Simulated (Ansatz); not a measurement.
The elements of this relaxed trial crystal are hidden behind letters.

```
lattice vectors (Å)
  -1.5920    1.5920    7.9416
   1.5920   -1.5920    7.9416
   1.5920    1.5920   -7.9416
fractional positions
X 0.9011 0.9011 0.0000
X 0.0989 0.0989 0.0000
Z 0.7034 0.7034 0.0000
Z 0.2966 0.2966 0.0000
Z 0.5000 0.5000 0.0000
```

Level of theory: Ansatz 0.2.0, DFT PBE, scalar-relativistic, plane waves, PAW. The final run on the 5-atom cell used 420 eV, a Γ-centred 16×16×16 mesh, 0.10 eV smearing and no spin polarisation.

| Quantity | Value |
| --- | --- |
| Space group | I4/mmm (No. 139) |
| Conventional cell | a = 3.184 Å, c = 15.883 Å |
| Volume per atom | 16.10 Å³ |
| Density | 13.35 g/cm³ |
| Energy over the elements | +0.02 eV/atom |
| Gap on the 16×16×16 mesh of the 5-atom cell | 0 eV (a metal) |

Energies are uncorrected and count from the elements' standard states at the same level.

Question: X is a d-block element of period 4 and Z is a d-block element of period 6. Which elements are they?

Answer: X = Ti, Z = W, so the formula is Ti2W3. Density times volume gives a mean mass of 13.35 × 16.10/1.6605 = 129.4 u per atom, and this set has 129.5 u. Ti has 8 W at 2.75–2.80 Å, 1 W at 3.14 Å and 5 Ti at 3.14–3.18 Å; W on a site of symmetry 4mm is surrounded by 4 W at 2.69 Å, 4 Ti at 2.80 Å, 1 Ti at 3.14 Å and 5 W at 3.18–3.23 Å; around W on a site of symmetry 4/mmm lie 8 Ti at 2.75 Å and 6 W at 3.18–3.23 Å. Other sets within the hints have nearly the same mass, so mass alone doesn't settle it; this one was computed.

Spin–orbit coupling, which can matter for W, is left out. Symmetry constrained the relaxation, so the result can be a saddle point.
